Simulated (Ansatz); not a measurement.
AlN (rock salt, Fm-3m), DFT-r²SCAN in the program Ansatz with PAW potentials, all energies at zero smearing, with the estimated change up to a 700 eV cutoff added, with one set of potentials and settings (totals compare only within such a set). Cell of 2 atoms (1 N, 1 Al): -928.151 eV.

```csv
element,reference phase,E (eV/atom)
N,"Pa-3, 8 atoms in the cell",-384.8315
Al,"Fm-3m, 1 atoms in the cell",-540.4083
```

Formation energy per atom, worked out: (-928.151 − 1×(-384.8315) − 1×(-540.4083))/2 = -1.455 eV/atom (-140 kJ per mol of atoms), at 0 K, without zero-point energy or fitted corrections.

This is a known high-pressure phase of the composition, computed here at zero pressure and temperature. The cell was relaxed with r²SCAN under the symmetry of its start; its stability against distortions is not shown here. The references are the lowest solids computed at this level, not always the standard phases (solids in place of the gases).

Potentials: the later of the program's two PAW sets.
